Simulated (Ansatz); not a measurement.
ScMo₃C (anti-perovskite), relaxed and computed with several functionals in Ansatz (plane waves, PAW).

```csv
functional,a (Å),ΔH_f (eV/atom),B₀ by P(V) fit (GPa)
r²SCAN,4.217,0.06,222
PBE,4.227,0.04,212
PBEsol,4.187,0.02,227
```

Typed or built starts, not in the databases checked: ScMo3C, anti-perovskite. All cells were relaxed under the symmetry of their starts (and spin orders); stability against distortions was not tested throughout. Rows with no word on spin ran without spin polarisation. Spin–orbit coupling is left out wherever it is not named.

Potentials: the later of the program's two PAW sets.

Ansatz (a first-principles code) is a plane-wave DFT program.

Formation energies count from the lowest solids of the elements computed at the same level, not from gases.
